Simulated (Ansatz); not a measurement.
Relaxed-ion elastic tensor of SrPb$_{3}$ (Cu3Au type, space group No. 221) in GPa (Voigt order), plane-wave PAW LDA (Ansatz code); density 10.15 g/cm³, 29.02 Å³ per atom.

|  | 1 | 2 | 3 | 4 | 5 | 6 |
|---|---|---|---|---|---|---|
| 1 | 72.4 | 32.9 | 32.9 | 0.0 | 0.0 | 0.0 |
| 2 | 32.9 | 72.4 | 32.9 | 0.0 | 0.0 | 0.0 |
| 3 | 32.9 | 32.9 | 72.4 | 0.0 | 0.0 | 0.0 |
| 4 | 0.0 | 0.0 | 0.0 | 28.5 | 0.0 | 0.0 |
| 5 | 0.0 | 0.0 | 0.0 | 0.0 | 28.5 | 0.0 |
| 6 | 0.0 | 0.0 | 0.0 | 0.0 | 0.0 | 28.5 |

Task: Is the crystal mechanically stable?

Result: Yes: the smallest eigenvalue of C is 28.5 GPa.

Task: Work out the Voigt, Reuss and Hill averages.

Result: K_V = 46.1, K_R = 46.1, K_H = 46.1; G_V = 25.0, G_R = 24.2, G_H = 24.6 GPa.

Task: Give Young's modulus, Poisson's ratio, Pugh's ratio and the universal anisotropy index.

Result: E = 9KG/(3K + G) = 62.6 GPa; ν = 0.27; K/G = 1.87 (ductile by the Pugh limit of 1.75); A_U = 5G_V/G_R + K_V/K_R − 6 = 0.16.

Task: Estimate the sound speeds and the Debye temperature.

Result: v_l = √((K + 4G/3)/ρ) = 2790 m/s, v_t = √(G/ρ) = 1560 m/s, mean 1730 m/s; Θ = (h/k)(3n/4πV)^(1/3) v_m = 168 K.

Task: Give the Zener ratio and Young's modulus along [100], [110] and [111].

Result: A = 2C44/(C11 − C12) = 1.44; 1/E = S11 − 2(S11 − S12 − S44/2)Γ with Γ = 0, 1/4, 1/3 gives 51.9, 64.9, 70.8 GPa.

Task: Solve the Christoffel equation for the three sound speeds along [100], [110], [111].

Result: Eigenvalues of C_ijkl n_j n_l equal ρv². In km/s, slowest first: [100] 1.67, 1.67, 2.67; [110] 1.40, 1.67, 2.83; [111] 1.49, 1.49, 2.88.

Space group Pm-3m (Cu3Au type). The workflow started from an entry of the Crystallography Open Database (COD); the relaxed space group is not among those it files for this formula. COD files the formula under space group No. 123, so this cell is another polymorph or a model. Whether it is the stable phase at ambient conditions was not checked. The cell was relaxed with LDA under the symmetry of its start; of distortions, only those at the zone centre were tested. As this level gives no gap, shear constants depend on the k-mesh and smearing (Fermi–Dirac, 0.1 eV here). Spin–orbit coupling is left out wherever it is not named.

Potentials: the later of the program's two PAW sets.
